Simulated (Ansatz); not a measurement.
The relaxed structure here is a generated cell of VBiO4: the first start was made by a random draw of sites in a space group, and the end was not matched to a known phase here, so it may be hypothetical. Known forms of VBiO4 include space group No. 88.

A relaxed structure of VBiO4. Space group F-43m (No. 216). Computed with r2SCAN (plane waves to 500 eV, PAW, scalar-relativistic; Ansatz, a program for electronic structure).

Space group F-43m (No. 216); a = 9.0063 Å, b = 9.0063 Å, c = 9.0063 Å, α = 90.00°, β = 90.00°, γ = 90.00°

| atom | site | symmetry | x | y | z |
|---|---|---|---|---|---|
| Bi | 4b | -43m | 0.5000 | 0.5000 | 0.5000 |
| O | 16e | .3m | 0.3595 | 0.3595 | 0.3595 |
| V | 4c | -43m | 0.2500 | 0.2500 | 0.2500 |
(The calculation used a cell of 6 atoms; values per cell refer to that cell.)

Problem. What band gap does r2SCAN give?

Solution. 3.24 eV, indirect (valence top at Γ, conduction bottom at W) (no spin-orbit coupling).

Problem. Estimate the smallest direct gap that r2SCAN returns for this input.

Solution. 3.61 eV at W.

Problem. Give the magnetic moment at the level r2SCAN.

Solution. Zero (the starting moments vanished).

No spin polarisation in the result: the starting moments vanished. No Hubbard U is applied.

The run could not lower the symmetry of its start; a shaken copy of this end point relaxes with r2SCAN to P1 (No. 1), 0.159 eV/atom lower.
